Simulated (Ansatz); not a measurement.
The start is a randomly generated symmetric cell of B6O (space group No. 82). Cell shape, volume and atoms are optimised at zero target pressure with r2SCAN (plane waves to 500 eV, PAW, scalar-relativistic; Ansatz, a quantum-chemistry and plane-wave program). The first steps use a coarse 7×7×7 k-mesh.

Input geometry:
```
B6O
1.0
   -2.55788     2.55788     2.03211
    2.55788    -2.55788     2.03211
    2.55788     2.55788    -2.03211
B O
6 1
Cartesian
  0.00000   0.00000   2.03211
  4.19976   0.38990   0.67459
  0.91601  -0.38990   0.67459
  2.94778  -1.64187   1.35753
  2.16799   1.64187   1.35753
  2.55788   0.00000   1.01606
  0.00000   0.00000   0.00000
```

**Question.** How large is the pressure on the unrelaxed cell, and of which sign?

**Answer.** +99 GPa (positive: the cell is compressed).

**Question.** What is the largest force in the starting geometry, and on which atom (counted from 1)?

**Answer.** About 17.2 eV/Å, on B2, B3, B4, B5 (atoms numbered as listed).

**Question.** What symmetry does the relaxed structure have?

**Answer.** The space group goes from I-4 (No. 82) to I-4m2 (No. 119), with 7 atoms in the primitive cell.

**Question.** How much energy is released per atom?

**Answer.** 2.05 eV/atom.

**Question.** How does the volume change?

**Answer.** +30.3 %, from 7.60 to 9.90 Å³/atom.

**Question.** How do the shortest distances between atoms change?

**Answer.** The closest pairs of elements (up to four, under 3.6 Å), start → end: B–O 1.20 → 1.66 Å; B–B 1.68 → 1.57 Å.

**Question.** What band gap does the relaxed structure have at this level?

**Answer.** Zero (metallic).

**Question.** Give the final cell and atomic positions.

**Answer.** 
Space group I-4m2 (No. 119); a = 5.2212 Å, b = 5.2212 Å, c = 5.0845 Å, α = 90.00°, β = 90.00°, γ = 90.00°

```csv
atom,site,symmetry,x,y,z
B,2b,-4m2,0.0000,0.0000,0.5000
B,8i,.m.,0.0000,0.1996,0.2533
B,2c,-4m2,0.0000,0.5000,0.2500
O,2a,-4m2,0.0000,0.0000,0.0000
```
(The calculation used a cell of 7 atoms; values per cell refer to that cell.)

Final values are on a 13×13×13 k-mesh of the relaxed cell. No spin polarisation in the result.

The run could not lower the symmetry of its start; a shaken copy of this end point relaxes with r2SCAN to Cm (No. 8), 0.29 eV/atom lower.

The relaxed structure here is a generated cell of B6O: the first start was made by a random draw of sites in a space group, and the end was not matched to a known phase here, so it may be hypothetical.
